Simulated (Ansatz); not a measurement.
Profile along the W–W line in W (fcc, Cu type)

W (fcc, Cu type)

```
W
1.0
    0.00000     1.99880     1.99880
    1.99880     0.00000     1.99880
    1.99880     1.99880     0.00000
W
1
Direct
  0.00000   0.00000   0.00000
```

Fields along a shortest W–W line of a {111} plane (2.83 Å), from W to W, interpolated on the slice's grid (step about 0.2 Å). Calculation: PBEsol (plane waves to 420 eV, PAW, scalar-relativistic; Ansatz, a quantum-chemistry and plane-wave program). k mesh 20×20×20. Near the nuclei the fields are pseudised (PAW); where an atom keeps semicore shells as valence, they peak there. Spin-orbit coupling is left out, though W is heavy. This is one of several known forms of W; the measured ambient cells at hand have space group No. 229. W is run without spin polarisation. W was relaxed with its symmetry unable to fall.

```tsv
distance from W (Å)	valence electron density (e/Å³)	electron localisation function
0.00	3.56	x
0.14	4.15	x
0.28	5.14	x
0.42	5.26	x
0.57	4.17	0.71
0.71	2.63	0.65
0.85	1.39	0.46
0.99	0.73	0.28
1.13	0.47	0.25
1.27	0.39	0.31
1.42	0.36	0.36
1.56	0.39	0.31
1.70	0.47	0.25
1.84	0.73	0.28
1.98	1.39	0.46
2.12	2.63	0.65
2.26	4.17	0.71
2.41	5.26	x
2.55	5.14	x
2.69	4.15	x
2.83	3.56	x
```

x: too close to a nucleus for the ELF to mean much.

Density on the W–W line (2.83 Å) at its midpoint: 0.36 e/Å³. ELF at that point: 0.36.
